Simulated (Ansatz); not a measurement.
CdS:
```xyz
4
Lattice="4.1647 0.0000 0.0000 -2.0823 3.6067 0.0000 0.0000 0.0000 6.7681" Properties=species:S:1:pos:R:3 pbc="T T T"
Cd     2.0823     1.2022     3.3845
Cd     0.0000     2.4045     0.0004
S      2.0823     1.2022     5.9351
S      0.0000     2.4045     2.5511
```

Relaxed with r²SCAN. Special points in fractions of this cell's reciprocal vectors: Γ (0.000, 0.000, 0.000); M (0.500, 0.000, 0.000); K (0.333, 0.333, 0.000); A (0.000, 0.000, 0.500); L (0.500, 0.000, 0.500); H (0.333, 0.333, 0.500).

### Question
List the band energies nearest the valence-band maximum at these points for r²SCAN in the plane-wave PAW code Ansatz.

### Answer
In eV from the valence-band maximum; about four levels below and three above (degenerate sets whole), none deeper than 8.9 eV; points with the same levels are listed once.

```tsv
k	below	above
Γ	-0.74 -0.74 -0.04 0.00 0.00	1.63 3.22 6.97 6.97
M	-2.59 -1.84 -1.26 -0.74	4.14 4.25 5.43
K	-3.05 -1.81 -1.81 -1.62	4.96 5.54 5.54
A	-0.38 -0.38 -0.38 -0.38	3.26 3.26 6.59 6.59
L	-1.32 -1.32 -1.30 -1.30	3.88 3.88 5.79 5.79
H	-2.39 -2.39 -1.09 -1.09	4.85 4.85 6.41 6.41
```

Space group P6_3mc (wurtzite). The r²SCAN relaxation kept the symmetry of its start. Scalar-relativistic: spin–orbit coupling is off unless named, which matters more the heavier the elements.

Potentials: the earlier of the program's two PAW sets. The files were generated under PBE; for other functionals the program regenerates the frozen cores, and for LDA and PBEsol the local potential too.
